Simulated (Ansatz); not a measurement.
HfSiSe in space group P4/nmm (No. 129; Hf on 2c, Si on 2a, Se on 2c), PBE (plane waves, PAW; program Ansatz), all energies at zero smearing, with the estimated change up to a 700 eV cutoff added, with one set of potentials and settings (totals compare only within such a set). Cell of 6 atoms (2 Hf, 2 Si, 2 Se): -43658.443 eV.

```json
[
 {"element": "Hf", "reference phase": "P6_3/mmc, 2 atoms in the cell", "E (eV/atom)": "-15721.3637"},
 {"element": "Si", "reference phase": "Fd-3m, 2 atoms in the cell", "E (eV/atom)": "-635.8096"},
 {"element": "Se", "reference phase": "P3_121, 3 atoms in the cell", "E (eV/atom)": "-5469.0798"}
]
```

Formation energy per atom, worked out: (-43658.443 − 2×(-15721.3637) − 2×(-635.8096) − 2×(-5469.0798))/6 = -0.989 eV/atom (-95 kJ per mol of atoms), at 0 K, without zero-point energy or fitted corrections.

The workflow started from a Materials Project entry (that database holds measured and hypothetical structures alike); the Crystallography Open Database files this formula in space group No. 129, but the cells were not matched. Whether it is the stable phase at ambient conditions was not checked. The cell was relaxed with PBE under the symmetry of its start; its stability against distortions is not shown here. The run is not spin-polarised. The references are the lowest solids computed at this level, not always the standard phases. Spin–orbit coupling is left out wherever it is not named.

Potentials: the later of the program's two PAW sets.
